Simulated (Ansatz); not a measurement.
MgZn$_{2}$O$_{3}$:
```cif
data_MgO3Zn2
_chemical_formula_sum 'Mg1 Zn2 O3'
_space_group_name_H-M_alt 'P 1'
_space_group_IT_number 1
_cell_length_a 3.00609
_cell_length_b 3.00609
_cell_length_c 7.34129
_cell_angle_alpha 90.000
_cell_angle_beta 90.000
_cell_angle_gamma 120.000
loop_
_space_group_symop_operation_xyz
  'x, y, z'
loop_
_atom_site_label
_atom_site_type_symbol
_atom_site_fract_x
_atom_site_fract_y
_atom_site_fract_z
_atom_site_occupancy
Mg1 Mg 0.00000 0.00000 0.00000 1
Zn1 Zn 0.33333 0.66667 0.66830 1
Zn2 Zn 0.66667 0.33333 0.33170 1
O1 O 0.33333 0.66667 0.16136 1
O2 O 0.66667 0.33333 0.83864 1
O3 O 0.00000 0.00000 0.50000 1
```

Relaxed with r²SCAN.

Q: Give the optical modes at the zone centre with their infrared activity from DFPT, DFT-r²SCAN in the program Ansatz with PAW potentials.

A: Transverse frequencies, without the LO–TO term; a row sums one degenerate level.

```
ω (cm⁻¹)  degeneracy  IR ((D/Å)²/amu)     activity  symmetry
--------  ----------  ---------------  -----------  --------
120                2             0.00  IR-inactive        Eg
148                2             2.63           IR        Eu
235                2            22.77           IR        Eu
260                1             0.00  IR-inactive       A1g
281                1            22.51           IR       A2u
307                2             0.00  IR-inactive        Eg
353                2            34.40           IR        Eu
377                1             6.29           IR       A2u
564                1             0.00  IR-inactive       A1g
584                1             1.65           IR       A2u
```

Q: How high does the top mode go among those that the LO–TO term moves?

A: 609 cm⁻¹ for q along x, 609 cm⁻¹ for q along y, 652 cm⁻¹ for q along z.

Space group P-3m1. The first step of the workflow began from a Materials Project structure, measured or hypothetical; the Crystallography Open Database copy checked does not list it. With Mg and Zn taken as one species the cell has the higher symmetry Fm-3m, so it may be an ordered model of a mixed-site phase. Whether it is the stable phase at ambient conditions was not checked. The r²SCAN relaxation kept the symmetry of its start; of distortions, only those at the zone centre were tested.

Potentials: the later of the program's two PAW sets.
